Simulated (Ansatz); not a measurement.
HfN in the CsCl-type structure

The computed numbers are results of PBEsol, scalar-relativistic (no spin polarisation) in the plane-wave PAW code Ansatz at 420 eV, Γ-centred 12×12×12 mesh, 0.05 eV Gaussian smearing. The datasets are Ansatz's generated set soft_2.

```
CELL_PARAMETERS angstrom
2.79044 0.00000 0.00000
0.00000 2.79044 0.00000
0.00000 0.00000 2.79044
ATOMIC_POSITIONS crystal
Hf 0.00000 0.00000 0.00000
N 0.50000 0.50000 0.50000
```

This is a trial structure; measured cells of the compound in the Crystallography Open Database are in space group Fm-3m (rock salt).

The cell has space group Pm-3m (read at 0.01 Å). In it the stress is 0.09, 0.09, 0.09, 0.00, 0.00, 0.00 GPa and the largest force component 0.000 eV/Å. Each change below starts from this cell, without further relaxation. Stress is in GPa, positive in compression, in the order xx, yy, zz, yz, xz, xy; energies are counted from the cell above and are free energies with the smearing's entropy, which match forces and stress in a metal.

Question: One atom was moved along a Cartesian axis, and these forces appeared. Which atom, and about how far?
```tsv
atom	Fx (eV/Å)	Fy	Fz
Hf1	0.626	0.000	0.000
N2	-0.626	0.000	0.000
```

Answer: Atom 2 (N) is moved by 0.20 Å along x; the energy changes by 68.5 meV per cell. Moving the other atom the opposite way is the same thing.

Question: What stress follows from an engineering strain of 2 % in xx, atoms carried along?

Answer: -10.81, -1.75, -1.75, 0.00, 0.00, 0.00 GPa; the energy changes by 14.4 meV per cell.
The change of the stress over the strain gives a clamped-atom stiffness of about 545 GPa for this component, a secant value that lies under the elastic constant in tension and over it in compression, by several per cent for each per cent of strain.
In a harmonic crystal the energy would rise by V(½Cε² − σ₀ε), with σ₀ the stress of the unstrained cell, = 14.5 meV, which matches.

These numbers lack spin–orbit coupling. The cell is a metal with an odd number of electrons, and spin polarisation wasn't tried.
